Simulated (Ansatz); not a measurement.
**Ansatz 0.2.0, settings compared: CaSe$_{2}$**

Run with:

```bash
ansatz run input.yaml --threads 1 --pin off --max-ram 2560MiB --backend cpu --events-out ev --progress --plain --runs-dir out
```

The input file (Ansatz 0.2.0, plane waves):

```yaml
crystal:
  lattice:
    - [3.466456, 0.0, 0.0]
    - [-1.733228, 3.002044, 0.0]
    - [0.0, 0.0, 13.688382]
  atoms:
    - { symbol: Ca, position: [0.33333, 0.66667, 0.25] }
    - { symbol: Ca, position: [0.66666, 0.33333, 0.75] }
    - { symbol: Se, position: [0.33333, 0.66667, 0.6211] }
    - { symbol: Se, position: [0.66666, 0.33333, 0.1211] }
    - { symbol: Se, position: [0.33333, 0.66667, 0.8789] }
    - { symbol: Se, position: [0.66667, 0.33334, 0.3789] }
  symmetry: { tolerance: 0.0003 }
kpoints:
  mp_grid: { grid: [6, 6, 2], shift: [0, 0, 0] }
magnetization:
  spin_polarized: false
scf:
  occupations: { method: fermi_dirac, width: 0.0248 }
hamiltonian:
  pseudopotentials: { kind: paw }
  xc: r2scan
basis:
  ecutwfc: 500
output:
  forces: true
  stress: true
  eigenvalues: true
```

Origin of the cell: a known structure type with other elements, at an estimated volume, so it need not be a known compound.

Output of this run (shortened):

```
Warning: the atoms were moved onto the symmetric positions of the space group found under crystal.symmetry.tolerance 3.0e-4 (fractional; no operation is sought that the atoms, as they stand i […]
Pseudopotentials: kind: paw
Pseudopotential: Ca, paw, valence charge 10, recommended cutoff 500 eV (meta_gga), Ca.paw.azcp
Pseudopotential: Se, paw, valence charge 16, recommended cutoff 500 eV (meta_gga), Se.paw.azcp
Functional definition: r2SCAN
  exchange = r2scan_x(k0 = k0, k1 = k1, a1 = a1)
  correlation = r2scan_c
Crystal: 6 atoms, lattice volume = 142.448 Å³
Basis set: ecut = 500 eV, 3625 PW (Γ), exchange–correlation on 108×108×400 points (64 copies of the dense FFT grid, shifted against one another)
Bands: 51, of which v1, the nominal top of the filled ones, is band 42 counted from 1 (41 counted from 0)
Symmetry: 24 space group operations
[… 8 lines left out …]
Initial density: superposition of atomic densities (neutral atoms: chi_scale 0, normalization atom), corrected by the library's trained network
Functional: x = r2scan, c = r2scan; τ floored in thin density (d = 2e-4 eV/Å³)
SCF iter   1: F=—  HF=-25557.582712 eV  Δρ=6.36e-3  dr2=1.53e-1  dr2_τ=3.28e-2  defer=4
SCF iter   2: F=—  HF=-25557.749569 eV  Δρ=3.34e-3  dr2=1.68e-2  dr2_τ=1.11e-3  defer=44
SCF iter   3: F=—  HF=-25557.756101 eV  Δρ=1.78e-3  dr2=1.35e-2  dr2_τ=9.28e-5  defer=44
SCF iter   4: F=—  HF=-25557.752783 eV  Δρ=5.72e-4  dr2=6.03e-4  dr2_τ=2.69e-5  defer=44
SCF iter   5: F=—  HF=-25557.752870 eV  Δρ=1.54e-4  dr2=3.72e-5  dr2_τ=4.47e-6  defer=44
SCF iter   6: F=—  HF=-25557.752889 eV  Δρ=5.17e-5  dr2=3.34e-6  dr2_τ=1.91e-7  defer=44
SCF iter   7: F=—  HF=-25557.752893 eV  Δρ=1.71e-5  dr2=6.56e-7  dr2_τ=3.00e-8  defer=44
SCF iter   8: F=-25557.752893 eV  HF=-25557.752893 eV  Δρ=3.33e-6  dr2=1.67e-8  dr2_τ=5.61e-10
SCF 1 converged in 8 iterations: F = -25557.752893 eV  dr2 = 1.67e-8
SCF converged after 8 iterations
Free energy (F): -25557.752893 eV
Harris-Foulkes:  -25557.752893 eV  (|F-HF|=2.04e-8)
Internal energy: -25557.732317 eV  (E = F + TS)
E sigma→0 (E₀):  -25557.742605 eV
Entropy (-TS):   -0.020575 eV (-3.429 meV/atom)
Fermi energy:    7.332855 eV
--- Per-component energies (eV) ---
  E_band       = -1820.447550
  E_kinetic    = 1049.900992
  E_local      = -11351.778642  (includes V_loc(G=0)·N_el)
  E_nonlocal   = -2253.853331
  E_hartree    = 5401.648892
  E_xc         = -671.832532
  E_vxc        = -817.965771  (∫ρ·V_xc dr)
  E_paw        = -9427.397681  (= ΣΔE_a)
  E_vpaw       = 705.779675  (= ΣTr[D̂ρ^β])
  E_aug_tail   = -0.000842  (compensation charges beyond the density's cutoff)
  E_vtau       = 44.179025  (kinetic-family band-sum trace: ∫τ·v_τ [+ j·A + Jᵃ·Aᵃ] dr)
  E_ewald      = -8296.918762
  E_core_change = -7.500412  (= ΣΔE_core)
  E_smearing   = -0.020575  (= −TS)
  Σ components = -25557.752893   (vs F -25557.752893, Δ=0.00e0)
--- Forces (eV/Å), atoms counted from 1 ---
  atom   1  Ca     0.000000    -0.000000    -0.000000
  atom   2  Ca     0.000000     0.000000     0.000000
  atom   3  Se     0.000000    -0.000000    -2.520457
  atom   4  Se    -0.000000    -0.000000    -2.520457
  atom   5  Se     0.000000     0.000000     2.520457
  atom   6  Se    -0.000000     0.000000     2.520457
  max |Σ_I F_I| component: 2.31e-18 eV/Å
--- Stress (GPa, compression-positive) ---
       11.756259       0.000000       0.000000
       -0.000000      11.756259       0.000000
        0.000000       0.000000      19.954738
  P = ⅓ Tr σ = 14.4891 GPa (144.891 kbar)
```

The same input was run again with these changes:

1. `kpoints.mp_grid.shift` [0, 0, 0] → [0.5, 0.5, 0.5]
2. `crystal.symmetry` { tolerance: 0.0003 } → { detect: false }; `basis.xc_grid` default → 2
3. `scf.mixing.algorithm` default → msr1; `scf.mixing.beta` default → 0.3; `crystal.symmetry` { tolerance: 0.0003 } → { detect: false }
4. `scf.occupations.method` fermi_dirac → cold; `scf.occupations.width` 0.0248 → 0.15; `kpoints.mp_grid.grid` [6, 6, 2] → [4, 4, 1]

| run | end | SCF iterations | P (GPa) | max force component (eV/Å) | moment (μB) | ΔE(σ→0) (meV/atom) |
| --- | --- | --- | --- | --- | --- | --- |
| base | converged | 8 | 14.49 | 2.520 | – | 0 |
| 1 | converged | 8 | 14.99 | 2.780 | – | 13.39 |
| 2 | converged | 8 | 14.49 | 2.520 | – | 0.01 |
| 3 | converged | 8 | 14.49 | 2.520 | – | 0.00 |
| 4 | converged | 9 | 14.84 | 2.979 | – | -34.81 |

Energies are compared only where functional, datasets, charge and starting cell are the same.

Not properties of the system: run 4 (too coarse or loose: `kpoints.mp_grid.grid` = [4, 4, 1]).

Caveats of the base run: the k mesh is coarse if the cell is a metal.

Run 1: the k mesh keeps only part of the crystal's symmetry.

Time of the base run: 16 s on 1 thread of Intel(R) Xeon(R) Platinum 8375C CPU @ 2.90GHz (Ice Lake), with other jobs on the host, peak memory 0.78 GiB, from the program's own first density.
